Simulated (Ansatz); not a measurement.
AlFe:
```
CELL_PARAMETERS angstrom
      2.87426     0.00000     0.00000
      0.00000     2.87426     0.00000
      0.00000     0.00000     2.87426
ATOMIC_POSITIONS crystal
  Fe 0.50000 0.50000 0.50000
  Al 0.00000 0.00000 0.00000
```
The run is spin-polarised; directions of the spins, atom by atom: ↑ 0.

Relaxed with PBE.

**Question.** Give the Bader charges and basin volumes of the independent atoms, PBE (plane waves, PAW; program Ansatz).

**Answer.** 

```
atom  Bader charge (e)  Bader volume (Å³)
----  ----------------  -----------------
Fe1              -1.69               17.5
Al2              +1.69                6.2
```

Space group Pm-3m (CsCl type). The cell was relaxed with PBE under the symmetry of its start. Spin order of the final state: ferromagnetic, chosen from 4 collinear starts compared on coarse meshes (ties went to the first, and starts can fall back to one state), not a proven ground state.

Potentials: the later of the program's two PAW sets.
